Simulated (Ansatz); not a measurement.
Relaxed-ion elastic tensor of Mo (bcc (W type), Im-3m) in GPa (Voigt order), DFT-PBEsol in the program Ansatz with PAW potentials; density 10.40 g/cm³, 15.32 Å³ per atom.

```
496  173  173  0.0  0.0  0.0
173  496  173  0.0  0.0  0.0
173  173  496  0.0  0.0  0.0
0.0  0.0  0.0  107  0.0  0.0
0.0  0.0  0.0  0.0  107  0.0
0.0  0.0  0.0  0.0  0.0  107
```

Problem. Is the crystal mechanically stable?

Solution. Yes: the smallest eigenvalue of C is 107 GPa.

Problem. Work out the Voigt, Reuss and Hill averages.

Solution. K_V = 280, K_R = 280, K_H = 280; G_V = 129, G_R = 124, G_H = 127 GPa.

Problem. Give Young's modulus, Poisson's ratio, Pugh's ratio and the universal anisotropy index.

Solution. E = 9KG/(3K + G) = 330 GPa; ν = 0.30; K/G = 2.21 (ductile by the Pugh limit of 1.75); A_U = 5G_V/G_R + K_V/K_R − 6 = 0.20.

Problem. Estimate the sound speeds and the Debye temperature.

Solution. v_l = √((K + 4G/3)/ρ) = 6570 m/s, v_t = √(G/ρ) = 3490 m/s, mean 3900 m/s; Θ = (h/k)(3n/4πV)^(1/3) v_m = 467 K.

Problem. Give the Zener ratio and Young's modulus along [100], [110] and [111].

Solution. A = 2C44/(C11 − C12) = 0.67; 1/E = S11 − 2(S11 − S12 − S44/2)Γ with Γ = 0, 1/4, 1/3 gives 407, 309, 286 GPa.

The PBEsol relaxation kept the symmetry of its start. No spin polarisation was allowed. As this level gives no gap, shear constants depend on the k-mesh and smearing (Fermi–Dirac, 0.1 eV here).

Potentials: the earlier of the program's two PAW sets. The files were generated under PBE; for other functionals the program regenerates the frozen cores, and for LDA and PBEsol the local potential too.
